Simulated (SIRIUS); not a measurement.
SIRIUS run on ZnO (P6_3mc, 4 atoms in the cell; from Materials Project mp-2133): self-consistent single point.

All values come from this method and carry its errors: LDA (PW92), GBRV LDA ultrasoft pseudopotentials (plane waves; SIRIUS).

```yaml
crystal:
  lattice:
    - [3.23735, 0.00000, 0.00000]
    - [-1.61868, 2.80363, 0.00000]
    - [0.00000, 0.00000, 5.22206]
  atoms:
    - { symbol: Zn, position: [0.66667, 0.33333, 0.50059] }
    - { symbol: Zn, position: [0.33333, 0.66667, 0.00059] }
    - { symbol: O, position: [0.66667, 0.33333, 0.87972] }
    - { symbol: O, position: [0.33333, 0.66667, 0.37972] }
```

Reference input (self-consistent single point, DFT, LDA (PW92), plane waves, GBRV LDA ultrasoft pseudopotentials): parameters.ngridk = 6 6 4; parameters.xc_functionals = [XC_LDA_X, XC_LDA_C_PW]; parameters.gk_cutoff = 6.325 1/bohr; parameters.pw_cutoff = 14.143 1/bohr; parameters.smearing = gaussian; parameters.smearing_width = 0.000367493 Ha; potentials = GBRV LDA ultrasoft pseudopotentials; parameters.electronic_structure_method = pseudopotential; parameters.num_bands = 31; parameters.num_mag_dims = 0; parameters.num_dft_iter = 100; parameters.energy_tol = 1e-07 Ha. This run's input differs from it in these lines:

```diff
@@ -14,4 +14,4 @@
     "xc_functionals": ["XC_LDA_X", "XC_LDA_C_PW"],
-    "gk_cutoff": 6.325,
-    "pw_cutoff": 14.143,
+    "gk_cutoff": 5.292,
+    "pw_cutoff": 11.833,
     "ngridk": [6, 6, 4],
```

Output, abridged:

```
[find] density tolerance         : 1e-06
[find] total energy tolerance    : 1e-07
[find] iter_solver_tol (initial) : 0.01
[find] iter_solver_tol (target)  : 1e-13
[find] num_dft_iter              : 100
Charges and magnetic moments
--------------------------------------------------------------------------------
total charge          : 52.000000
[find] | SCF iteration   0 out of 100|
[diagonalize] iterative solver tolerance (occupied, empty): 0.01 0.01
[diagonalize] average number of iterations: 2.14286
[find] Charges and magnetic moments
[find] total charge          : 52.000000
[find] Energy
   [... lines left out ...]

[find] Charges and magnetic moments
[find] total charge          : 52.000000
[find] Energy
[find] smearing (-TS)                 :       0.00000000
[find] Total energy                   :    -493.46619278 (Ha),    -986.93238555 (Ry)
[find] Free energy (E-TS)             :    -493.46619278 (Ha),    -986.93238555 (Ry)
[find] band gap (eV)                  :       0.77018171
[find] Efermi                         :       0.32168285
[find] iteration : 13, RMS (target) : 8.3787e-07 (1.0000e-06) , energy difference (target) : -2.7285e-12 (1.0000e-07)
[find] bands are converged : true
[find] iterative solver converged : false
[find] converged after 14 SCF iterations!
[find] Charges and magnetic moments
[find] total charge          : 52.000000
[find] Energy
[find] smearing (-TS)                 :       0.00000000
[find] Total energy                   :    -493.46619278 (Ha),    -986.93238555 (Ry)
[find] Free energy (E-TS)             :    -493.46619278 (Ha),    -986.93238555 (Ry)
[find] band gap (eV)                  :       0.77018171
[find] Efermi                         :       0.32168285
[ground_state] === stress tensor components [kbar] ===
[ground_state] === stress_total ===
[ground_state]  1051.331104   -0.000000    0.000000
[ground_state]    -0.000000 1051.331360    0.000000
[ground_state]     0.000000    0.000000 1038.237698
[ground_state] ==== total Forces in Ha/bohr =====
[ground_state] atom:    0, force:      -0.0000000     -0.0000000     -0.0000225
[ground_state] atom:    1, force:      -0.0000000      0.0000000     -0.0000225
[ground_state] atom:    2, force:      -0.0000000     -0.0000000      0.0000225
[ground_state] atom:    3, force:      -0.0000000      0.0000000      0.0000225
```

The run converged in 14 iterations. SIRIUS prints the stress tensor with tension positive. Against the reference run the free energy goes up by 983 meV/atom, the pressure goes from -5.72 to -104.7 GPa, the largest force moves little (0.002 to 0.001 eV/Å) and the gap on the mesh goes from 0.746 to 0.770 eV.

This run is one point of a test of settings, so its values need not be converged; read them against the reference run alone. The structure comes from a collection of computed structures, made at another level of theory; the collection holds predicted forms beside known ones.

Cost on one core: very roughly 11 core-seconds.

The gap that the log prints is read on the run's mesh, which can miss the band edges or a crossing.

At a cut-down plane-wave cutoff the stress holds a Pulay term: a spurious tension from the incomplete basis, which lowers the pressure; energies, forces and gaps of such rows are unconverged too.
